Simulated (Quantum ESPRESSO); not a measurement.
## Calculated data, Si2PNO5 (made-up cell), Ga3GeNO5 (made-up cell)

All values are calculated (Quantum ESPRESSO 7.5). Calculation on a made-up crystal cell, not a measurement, run twice, once with a planted mistake found by running each candidate: periodic Kohn-Sham density functional theory in plane waves with PseudoDojo standard norm-conserving scalar-relativistic pseudopotentials, each functional with its own files (v0.5 for PBE, v0.4.1 for LDA and PBEsol), no spin polarisation, no spin-orbit coupling, atoms not relaxed, stress positive in tension, energies less a fixed whole-eV offset for each atom's element; levels are Kohn-Sham levels at fractions of this cell's reciprocal vectors, counted from the reference band (half the neutral cell's valence electrons, rounded up) at Gamma; error bars cover cutoff and k-mesh only, not smearing or the files; each bar is the largest change over components, and at least 0.002 eV, 0.002 eV per angstrom or 0.02 GPa; a charged cell sits in a uniform background, with energy and stress on this program's zero of potential; no dispersion term; energies are for the whole cell, and the offsets were chosen from early runs and are not element reference energies; a distance is the largest change of any value in units of its error bar (the energy's for the smearing term), a scale change is of lengths, and a coarse mesh keeps the half-step shift.

Common to all runs: intended functional pbe; intended cutoff 1143 eV; intended fermi dirac smearing 0.025 eV; intended scf tolerance 1e-07 eV; intended electrons removed 0; healthy smearing term minus ts 0 eV; candidate k points along each vector 2; structure shown as intended, without the mistake.

(1) 
```cif
# cell vector a (Å): 5.0344 0.0221 -0.0815
# cell vector b (Å): -2.4980 4.4779 0.0245
# cell vector c (Å): -0.0895 -0.0207 5.7239
data_Si2PNO5
_symmetry_space_group_name_H-M 'P 1'
_symmetry_Int_Tables_number 1
_cell_length_a 5.0351
_cell_length_b 5.1276
_cell_length_c 5.7246
_cell_angle_alpha 89.471
_cell_angle_beta 91.824
_cell_angle_gamma 118.904
_cell_volume 129.32
loop_
_atom_site_label
_atom_site_type_symbol
_atom_site_fract_x
_atom_site_fract_y
_atom_site_fract_z
_atom_site_occupancy
Si1 Si 0.43787 0.95704 0.67097 1
Si2 Si 0.98837 0.47868 0.31965 1
P1 P 0.57086 0.55384 0.99265 1
N1 N 0.42638 0.27731 0.79166 1
O1 O 0.76512 0.14490 0.46654 1
O2 O 0.83653 0.55512 0.10889 1
O3 O 0.24008 0.40073 0.22940 1
O4 O 0.18012 0.76431 0.51040 1
O5 O 0.57802 0.84133 0.84961 1
_calc_lattice_type 'quartz'
_calc_healthy_free_energy_less_offsets 7.959  # eV
_calc_healthy_scf_iterations 14
_calc_healthy_pressure -3.3  # GPa
_calc_healthy_stress_xx -9.9  # GPa
_calc_healthy_stress_yy 18.01  # GPa
_calc_healthy_stress_zz 1.79  # GPa
_calc_healthy_stress_yz -1.45  # GPa
_calc_healthy_stress_xz -20.08  # GPa
_calc_healthy_stress_xy 1.62  # GPa
_calc_healthy_reference_band 24
_calc_faulty_free_energy_less_offsets 8.23  # eV
_calc_faulty_scf_iterations 14
_calc_faulty_smearing_term_minus_ts 0  # eV
_calc_faulty_pressure -9.31  # GPa
_calc_faulty_stress_xx -2.26  # GPa
_calc_faulty_stress_yy 22.19  # GPa
_calc_faulty_stress_zz 8.01  # GPa
_calc_faulty_stress_yz -0.53  # GPa
_calc_faulty_stress_xz -15.87  # GPa
_calc_faulty_stress_xy 1.05  # GPa
_calc_faulty_reference_band 24
_calc_candidate_cutoff 743  # eV
_calc_candidate_smearing 0.64  # eV
_calc_candidate_functional 'pbesol'
_calc_candidate_scf_tolerance 0.1  # eV
_calc_candidate_electrons_removed -1
_calc_candidate_scale_change 1.71  # percent
_calc_candidate_first_exchanged_site 4
_calc_candidate_second_exchanged_site 8
_calc_intended_k_mesh '5 x 5 x 4, shifted by half a step'
_calc_fault_kind 'cell scaled'
_calc_other_mistakes_compared 7
_calc_distance_from_healthy 701.1  # error bars
_calc_distance_from_nearest_other_mistake 678.5  # error bars
_calc_healthy_error_bar_energy 0.002088  # eV
_calc_healthy_error_bar_stress 0.02168  # GPa
_calc_healthy_error_bar_force 0.002  # eV/angstrom
_calc_healthy_error_bar_next_band_up 0.002  # eV
```

Atoms:
| atoms element | atom site | atom energy offset (eV) |
| --- | --- | --- |
| Si | 1 | -115 |
| Si | 2 | -115 |
| P | 3 | -189 |
| N | 4 | -283 |
| O | 5 | -452 |
| O | 6 | -452 |
| O | 7 | -452 |
| O | 8 | -452 |
| O | 9 | -452 |

Healthy forces:
| site | x (eV/Å) | y (eV/Å) | z (eV/Å) |
| --- | --- | --- | --- |
| 1 | -0.281 | 10.906 | -2.002 |
| 2 | 3.021 | -3.468 | 6.805 |
| 3 | -7.143 | -6.891 | -6.659 |
| 4 | 0.384 | 1.536 | 1.822 |
| 5 | -1.479 | 1.718 | -0.486 |
| 6 | 0.603 | 2.943 | -0.006 |
| 7 | 3.23 | 1.574 | -2.751 |
| 8 | -3.931 | -4.284 | -3.625 |
| 9 | 5.594 | -4.034 | 6.902 |

Healthy levels:
| level k point | next band up (eV) |
| --- | --- |
| Gamma | 1.344 |
| (1/2,1/2,1/2) | 2.072 |
| (0.15,0,0) | 1.528 |
| (0,0.15,0) | 1.515 |
| (0,0,0.15) | 1.504 |

Faulty forces:
| site | x (eV/Å) | y (eV/Å) | z (eV/Å) |
| --- | --- | --- | --- |
| 1 | -0.143 | 9.503 | -1.88 |
| 2 | 3.031 | -3.222 | 6.054 |
| 3 | -5.948 | -6.587 | -6.296 |
| 4 | 0.489 | 1.632 | 1.834 |
| 5 | -1.46 | 1.948 | -0.514 |
| 6 | 0.22 | 2.528 | 0.158 |
| 7 | 2.184 | 1.598 | -2.262 |
| 8 | -3.087 | -3.663 | -3.003 |
| 9 | 4.714 | -3.739 | 5.908 |

Faulty levels:
| level k point | next band up (eV) |
| --- | --- |
| Gamma | 1.007 |
| (1/2,1/2,1/2) | 1.75 |
| (0.15,0,0) | 1.193 |
| (0,0.15,0) | 1.179 |
| (0,0,0.15) | 1.175 |

Candidate mistake: coarse kmesh, low cutoff, wide smearing, wrong functional, loose scf, wrong charge, cell scaled, atoms exchanged

(2) 
```cif
# cell vector a (Å): 5.0344 0.0221 -0.0815
# cell vector b (Å): -2.4980 4.4779 0.0245
# cell vector c (Å): -0.0895 -0.0207 5.7239
data_Si2PNO5
_symmetry_space_group_name_H-M 'P 1'
_symmetry_Int_Tables_number 1
_cell_length_a 5.0351
_cell_length_b 5.1276
_cell_length_c 5.7246
_cell_angle_alpha 89.471
_cell_angle_beta 91.824
_cell_angle_gamma 118.904
_cell_volume 129.32
loop_
_atom_site_label
_atom_site_type_symbol
_atom_site_fract_x
_atom_site_fract_y
_atom_site_fract_z
_atom_site_occupancy
Si1 Si 0.43787 0.95704 0.67097 1
Si2 Si 0.98837 0.47868 0.31965 1
P1 P 0.57086 0.55384 0.99265 1
N1 N 0.42638 0.27731 0.79166 1
O1 O 0.76512 0.14490 0.46654 1
O2 O 0.83653 0.55512 0.10889 1
O3 O 0.24008 0.40073 0.22940 1
O4 O 0.18012 0.76431 0.51040 1
O5 O 0.57802 0.84133 0.84961 1
_calc_lattice_type 'quartz'
_calc_healthy_free_energy_less_offsets 7.959  # eV
_calc_healthy_scf_iterations 14
_calc_healthy_pressure -3.3  # GPa
_calc_healthy_stress_xx -9.9  # GPa
_calc_healthy_stress_yy 18.01  # GPa
_calc_healthy_stress_zz 1.79  # GPa
_calc_healthy_stress_yz -1.45  # GPa
_calc_healthy_stress_xz -20.08  # GPa
_calc_healthy_stress_xy 1.62  # GPa
_calc_healthy_reference_band 24
_calc_faulty_free_energy_less_offsets 9.153  # eV
_calc_faulty_scf_iterations 15
_calc_faulty_smearing_term_minus_ts 0  # eV
_calc_faulty_pressure -1.18  # GPa
_calc_faulty_stress_xx -10.85  # GPa
_calc_faulty_stress_yy 13.12  # GPa
_calc_faulty_stress_zz 1.26  # GPa
_calc_faulty_stress_yz -4.05  # GPa
_calc_faulty_stress_xz -21.47  # GPa
_calc_faulty_stress_xy 1.54  # GPa
_calc_faulty_reference_band 24
_calc_candidate_cutoff 743  # eV
_calc_candidate_smearing 0.64  # eV
_calc_candidate_functional 'pbesol'
_calc_candidate_scf_tolerance 0.1  # eV
_calc_candidate_electrons_removed -1
_calc_candidate_scale_change 1.71  # percent
_calc_candidate_first_exchanged_site 4
_calc_candidate_second_exchanged_site 8
_calc_intended_k_mesh '5 x 5 x 4, shifted by half a step'
_calc_fault_kind 'atoms exchanged'
_calc_other_mistakes_compared 7
_calc_distance_from_healthy 1534  # error bars
_calc_distance_from_nearest_other_mistake 1419  # error bars
_calc_healthy_error_bar_energy 0.002088  # eV
_calc_healthy_error_bar_stress 0.02168  # GPa
_calc_healthy_error_bar_force 0.002  # eV/angstrom
_calc_healthy_error_bar_next_band_up 0.002  # eV
```

Atoms:
| atoms element | atom site | atom energy offset (eV) |
| --- | --- | --- |
| Si | 1 | -115 |
| Si | 2 | -115 |
| P | 3 | -189 |
| N | 4 | -283 |
| O | 5 | -452 |
| O | 6 | -452 |
| O | 7 | -452 |
| O | 8 | -452 |
| O | 9 | -452 |

Healthy forces:
| site | x (eV/Å) | y (eV/Å) | z (eV/Å) |
| --- | --- | --- | --- |
| 1 | -0.281 | 10.906 | -2.002 |
| 2 | 3.021 | -3.468 | 6.805 |
| 3 | -7.143 | -6.891 | -6.659 |
| 4 | 0.384 | 1.536 | 1.822 |
| 5 | -1.479 | 1.718 | -0.486 |
| 6 | 0.603 | 2.943 | -0.006 |
| 7 | 3.23 | 1.574 | -2.751 |
| 8 | -3.931 | -4.284 | -3.625 |
| 9 | 5.594 | -4.034 | 6.902 |

Healthy levels:
| level k point | next band up (eV) |
| --- | --- |
| Gamma | 1.344 |
| (1/2,1/2,1/2) | 2.072 |
| (0.15,0,0) | 1.528 |
| (0,0.15,0) | 1.515 |
| (0,0,0.15) | 1.504 |

Faulty forces:
| site | x (eV/Å) | y (eV/Å) | z (eV/Å) |
| --- | --- | --- | --- |
| 1 | 0.264 | 8.641 | -4.302 |
| 2 | 2.743 | -1.717 | 9.011 |
| 3 | -7.327 | -4.081 | -3.59 |
| 4 | 0.412 | 2.046 | 2.428 |
| 5 | -1.279 | 1.701 | -0.336 |
| 6 | -1.185 | 1.927 | -2.606 |
| 7 | 4.814 | 0.656 | -4.302 |
| 8 | -5.006 | -4.71 | -3.909 |
| 9 | 6.564 | -4.464 | 7.606 |

Faulty levels:
| level k point | next band up (eV) |
| --- | --- |
| Gamma | 0.531 |
| (1/2,1/2,1/2) | 1.196 |
| (0.15,0,0) | 0.705 |
| (0,0.15,0) | 0.744 |
| (0,0,0.15) | 0.69 |

Candidate mistake: coarse kmesh, low cutoff, wide smearing, wrong functional, loose scf, wrong charge, cell scaled, atoms exchanged

(3) 
```cif
# cell vector a (Å): 2.5823 1.4909 4.6373
# cell vector b (Å): -2.5823 1.4909 4.6373
# cell vector c (Å): 0.0000 -2.9818 4.6373
data_Ga3GeNO5
_symmetry_space_group_name_H-M 'P 1'
_symmetry_Int_Tables_number 1
_cell_length_a 5.5132
_cell_length_b 5.5132
_cell_length_c 5.5132
_cell_angle_alpha 55.859
_cell_angle_beta 55.859
_cell_angle_gamma 55.859
_cell_volume 107.12
loop_
_atom_site_label
_atom_site_type_symbol
_atom_site_fract_x
_atom_site_fract_y
_atom_site_fract_z
_atom_site_occupancy
Ga1 Ga 0.36426 0.36186 0.34582 1
Ga2 Ga 0.15437 0.14345 0.13694 1
Ga3 Ga 0.63940 0.67619 0.61524 1
Ge1 Ge 0.86445 0.84583 0.84082 1
O1 O 0.56751 0.94218 0.23013 1
O2 O 0.24843 0.57160 0.91464 1
O3 O 0.95497 0.25734 0.53153 1
O4 O 0.41348 0.04579 0.78923 1
O5 O 0.75662 0.45976 0.02730 1
N1 N 0.03682 0.73198 0.45510 1
_calc_lattice_type 'corundum'
_calc_healthy_free_energy_less_offsets 5.537  # eV
_calc_healthy_scf_iterations 13
_calc_healthy_pressure -7.5  # GPa
_calc_healthy_stress_xx 7.17  # GPa
_calc_healthy_stress_yy 9.09  # GPa
_calc_healthy_stress_zz 6.23  # GPa
_calc_healthy_stress_yz 3.47  # GPa
_calc_healthy_stress_xz -1.35  # GPa
_calc_healthy_stress_xy 3.68  # GPa
_calc_healthy_reference_band 44
_calc_faulty_free_energy_less_offsets 5.226  # eV
_calc_faulty_scf_iterations 13
_calc_faulty_smearing_term_minus_ts -1.067  # eV
_calc_faulty_pressure -4.91  # GPa
_calc_faulty_stress_xx 4.72  # GPa
_calc_faulty_stress_yy 6.27  # GPa
_calc_faulty_stress_zz 3.75  # GPa
_calc_faulty_stress_yz 3.35  # GPa
_calc_faulty_stress_xz -0.99  # GPa
_calc_faulty_stress_xy 2.87  # GPa
_calc_faulty_reference_band 44
_calc_candidate_cutoff 695  # eV
_calc_candidate_smearing 0.59  # eV
_calc_candidate_functional 'lda'
_calc_candidate_scf_tolerance 0.8  # eV
_calc_candidate_electrons_removed 1
_calc_candidate_scale_change 1.19  # percent
_calc_candidate_first_exchanged_site 2
_calc_candidate_second_exchanged_site 4
_calc_intended_k_mesh '5 x 5 x 5, shifted by half a step'
_calc_fault_kind ?
```

Atoms:
| atoms element | atom site | atom energy offset (eV) |
| --- | --- | --- |
| Ga | 1 | -2080 |
| Ga | 2 | -2080 |
| Ga | 3 | -2080 |
| Ge | 4 | -2430 |
| O | 5 | -452 |
| O | 6 | -452 |
| O | 7 | -452 |
| O | 8 | -452 |
| O | 9 | -452 |
| N | 10 | -283 |

Healthy forces:
| site | x (eV/Å) | y (eV/Å) | z (eV/Å) |
| --- | --- | --- | --- |
| 1 | -0.805 | -0.267 | 0.858 |
| 2 | -0.954 | -2.365 | -0.513 |
| 3 | 1.4 | -0.608 | 0.456 |
| 4 | 0.318 | 1.122 | -1.262 |
| 5 | -0.645 | 1.095 | -0.405 |
| 6 | 0.15 | -0.311 | 0.404 |
| 7 | 0.539 | -1.138 | -0.935 |
| 8 | 1.482 | 3.037 | -0.792 |
| 9 | 0.021 | -1.481 | 0.3 |
| 10 | -1.504 | 0.916 | 1.891 |

Healthy levels:
| level k point | next band up (eV) |
| --- | --- |
| Gamma | 0.52 |
| (1/2,1/2,1/2) | 2.921 |
| (0.15,0,0) | 1.259 |
| (0,0.15,0) | 1.29 |
| (0,0,0.15) | 1.339 |

Faulty forces:
| site | x (eV/Å) | y (eV/Å) | z (eV/Å) |
| --- | --- | --- | --- |
| 1 | -0.67 | -0.263 | 0.638 |
| 2 | -0.983 | -2.201 | -0.281 |
| 3 | 1.287 | -0.679 | 0.239 |
| 4 | 0.203 | 1.011 | -0.954 |
| 5 | -0.73 | 0.786 | -0.234 |
| 6 | 0.308 | -0.246 | 0.387 |
| 7 | 0.439 | -0.869 | -0.855 |
| 8 | 1.339 | 2.929 | -0.897 |
| 9 | 0.101 | -1.413 | 0.231 |
| 10 | -1.293 | 0.945 | 1.726 |

Faulty levels:
| level k point | next band up (eV) |
| --- | --- |
| Gamma | 0.637 |
| (1/2,1/2,1/2) | 3.062 |
| (0.15,0,0) | 1.383 |
| (0,0.15,0) | 1.408 |
| (0,0,0.15) | 1.452 |

Candidate mistake: coarse kmesh, low cutoff, wide smearing, wrong functional, loose scf, wrong charge, cell scaled, atoms exchanged

(4) 
```cif
# cell vector a (Å): 2.5823 1.4909 4.6373
# cell vector b (Å): -2.5823 1.4909 4.6373
# cell vector c (Å): 0.0000 -2.9818 4.6373
data_Ga3GeNO5
_symmetry_space_group_name_H-M 'P 1'
_symmetry_Int_Tables_number 1
_cell_length_a 5.5132
_cell_length_b 5.5132
_cell_length_c 5.5132
_cell_angle_alpha 55.859
_cell_angle_beta 55.859
_cell_angle_gamma 55.859
_cell_volume 107.12
loop_
_atom_site_label
_atom_site_type_symbol
_atom_site_fract_x
_atom_site_fract_y
_atom_site_fract_z
_atom_site_occupancy
Ga1 Ga 0.36426 0.36186 0.34582 1
Ga2 Ga 0.15437 0.14345 0.13694 1
Ga3 Ga 0.63940 0.67619 0.61524 1
Ge1 Ge 0.86445 0.84583 0.84082 1
O1 O 0.56751 0.94218 0.23013 1
O2 O 0.24843 0.57160 0.91464 1
O3 O 0.95497 0.25734 0.53153 1
O4 O 0.41348 0.04579 0.78923 1
O5 O 0.75662 0.45976 0.02730 1
N1 N 0.03682 0.73198 0.45510 1
_calc_lattice_type 'corundum'
_calc_healthy_free_energy_less_offsets 5.537  # eV
_calc_healthy_scf_iterations 13
_calc_healthy_pressure -7.5  # GPa
_calc_healthy_stress_xx 7.17  # GPa
_calc_healthy_stress_yy 9.09  # GPa
_calc_healthy_stress_zz 6.23  # GPa
_calc_healthy_stress_yz 3.47  # GPa
_calc_healthy_stress_xz -1.35  # GPa
_calc_healthy_stress_xy 3.68  # GPa
_calc_healthy_reference_band 44
_calc_faulty_free_energy_less_offsets 5.567  # eV
_calc_faulty_scf_iterations 4
_calc_faulty_smearing_term_minus_ts 0  # eV
_calc_faulty_pressure -3.41  # GPa
_calc_faulty_stress_xx 2.89  # GPa
_calc_faulty_stress_yy 5.34  # GPa
_calc_faulty_stress_zz 1.99  # GPa
_calc_faulty_stress_yz 2.91  # GPa
_calc_faulty_stress_xz -1.33  # GPa
_calc_faulty_stress_xy 4.01  # GPa
_calc_faulty_reference_band 44
_calc_candidate_cutoff 695  # eV
_calc_candidate_smearing 0.59  # eV
_calc_candidate_functional 'lda'
_calc_candidate_scf_tolerance 0.8  # eV
_calc_candidate_electrons_removed 1
_calc_candidate_scale_change 1.19  # percent
_calc_candidate_first_exchanged_site 2
_calc_candidate_second_exchanged_site 4
_calc_intended_k_mesh '5 x 5 x 5, shifted by half a step'
_calc_fault_kind ?
```

Atoms:
| atoms element | atom site | atom energy offset (eV) |
| --- | --- | --- |
| Ga | 1 | -2080 |
| Ga | 2 | -2080 |
| Ga | 3 | -2080 |
| Ge | 4 | -2430 |
| O | 5 | -452 |
| O | 6 | -452 |
| O | 7 | -452 |
| O | 8 | -452 |
| O | 9 | -452 |
| N | 10 | -283 |

Healthy forces:
| site | x (eV/Å) | y (eV/Å) | z (eV/Å) |
| --- | --- | --- | --- |
| 1 | -0.805 | -0.267 | 0.858 |
| 2 | -0.954 | -2.365 | -0.513 |
| 3 | 1.4 | -0.608 | 0.456 |
| 4 | 0.318 | 1.122 | -1.262 |
| 5 | -0.645 | 1.095 | -0.405 |
| 6 | 0.15 | -0.311 | 0.404 |
| 7 | 0.539 | -1.138 | -0.935 |
| 8 | 1.482 | 3.037 | -0.792 |
| 9 | 0.021 | -1.481 | 0.3 |
| 10 | -1.504 | 0.916 | 1.891 |

Healthy levels:
| level k point | next band up (eV) |
| --- | --- |
| Gamma | 0.52 |
| (1/2,1/2,1/2) | 2.921 |
| (0.15,0,0) | 1.259 |
| (0,0.15,0) | 1.29 |
| (0,0,0.15) | 1.339 |

Faulty forces:
| site | x (eV/Å) | y (eV/Å) | z (eV/Å) |
| --- | --- | --- | --- |
| 1 | -1.139 | -0.286 | 1.026 |
| 2 | -0.978 | -2.454 | -0.699 |
| 3 | 1.535 | -0.524 | 0.592 |
| 4 | 0.671 | 1.193 | -1.454 |
| 5 | -0.654 | 1.066 | -0.355 |
| 6 | 0.11 | -0.267 | 0.421 |
| 7 | 0.532 | -1.115 | -0.891 |
| 8 | 1.373 | 2.963 | -0.741 |
| 9 | -0.004 | -1.461 | 0.31 |
| 10 | -1.445 | 0.884 | 1.79 |

Faulty levels:
| level k point | next band up (eV) |
| --- | --- |
| Gamma | 0.627 |
| (1/2,1/2,1/2) | 3.034 |
| (0.15,0,0) | 1.387 |
| (0,0.15,0) | 1.412 |
| (0,0,0.15) | 1.448 |

Candidate mistake: coarse kmesh, low cutoff, wide smearing, wrong functional, loose scf, wrong charge, cell scaled, atoms exchanged

Question: What fault kind does the calculation give for Ga3GeNO5 (made-up cell) (entry 3)?
Answer: wide smearing

Question: Ga3GeNO5 (made-up cell) (entry 4): fault kind?
Answer: loose scf

Further results for Ga3GeNO5 (made-up cell) (entry 3):

```
other mistakes compared             : 7
distance from healthy               : 346.3 error bars
distance from nearest other mistake : 346.3 error bars
healthy error bar energy            : 0.003082 eV
healthy error bar stress            : 0.03427 GPa
healthy error bar force             : 0.002 eV/Å
healthy error bar next band up      : 0.002 eV
```

Further results for Ga3GeNO5 (made-up cell) (entry 4):

```
other mistakes compared             : 7
distance from healthy               : 176.8 error bars
distance from nearest other mistake : 175.5 error bars
healthy error bar energy            : 0.003082 eV
healthy error bar stress            : 0.03427 GPa
healthy error bar force             : 0.002 eV/Å
healthy error bar next band up      : 0.002 eV
```
